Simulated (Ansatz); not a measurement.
All numbers below come from DFT, BLYP, plane waves (420 eV) with PAW, scalar-relativistic in Ansatz. The PAW files were generated under PBE, with cores re-solved for the functional.

An element in the hcp structure gives this curve. The cell is scaled uniformly from the relaxed one, with fractional coordinates and shape fixed. Energies are extrapolated to zero smearing, pressures are those at the given smearing. Magnetic state: spin not included.

```tsv
V (Å³/atom)	E − E₀ (meV/atom)	P (GPa)
13.124	177.3	37.48
13.721	70.1	21.77
14.317	14.9	9.51
14.914	0.0	-0.03
15.510	16.7	-7.44
16.107	57.7	-13.17
16.703	117.4	-17.57
```

(1) Which element is it?
A. rhodium
B. palladium
C. vanadium
D. rhenium

Answers

(1) A. Its fit is V₀ = 14.87 Å³/atom, B₀ = 213 GPa, B₀′ = 5.3.
